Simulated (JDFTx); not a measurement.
System: Ge(111) (Fd-3m bulk; lattice of mp-32, not re-optimised at this level), (2×1) cell of 8 atoms in 4 planes, area 27.89 Å² a face, 4.1 Å between the outermost planes in a cell 23.1 Å high; k mesh 3×6×1, Fermi width 0.003 Ha, no spin polarisation. Both faces carry F and Cl (1.00 monolayer in all).

Level of theory: PBE, GBRV ultrasoft potentials, plane waves to 20/100 Ha; code: JDFTx (a modified build). Each face has two sites a cell, capped by F and F, F and Cl, or Cl and Cl, and relaxed in vacuum within the start's symmetry. The ionisation potential is minus the Kohn-Sham valence edge against vacuum, the electron affinity minus the conduction edge. Liquid: CANDLE, water, 1 M NaF; SHE by the 4.44 V convention. Both faces are alike, and the cell allows no reconstruction beyond its size. The edges are semilocal Kohn-Sham levels of this thin slab, taken over the k mesh, and may belong to surface states. Spin-orbit coupling is left out, which can move the edges for the heavier elements here.

| caps | ionisation potential (eV) | electron affinity (eV) | gap on the mesh (eV) | valence edge in liquid (V vs SHE) | conduction edge in liquid (V vs SHE) |
|---|---|---|---|---|---|
| all F | 7.07 | 6.61 | 0.46 | 2.44 | 1.98 |
| half F, half Cl | [?] | [?] | [?] | [?] | [?] |
| all Cl | 5.87 | 5.38 | 0.50 | 1.34 | 0.84 |

### Question
Predict the half-covered face from the two pure ones.

### Answer

- half F, half Cl, ionisation potential (eV): 6.34
- half F, half Cl, electron affinity (eV): 5.85
- half F, half Cl, gap on the mesh (eV): 0.48
- half F, half Cl, valence edge in liquid (V vs SHE): 1.86
- half F, half Cl, conduction edge in liquid (V vs SHE): 1.38

The half-covered face lies -0.14 eV from the mean of the two ionisation potentials, and its valence edge in the liquid -0.03 V from the mean.
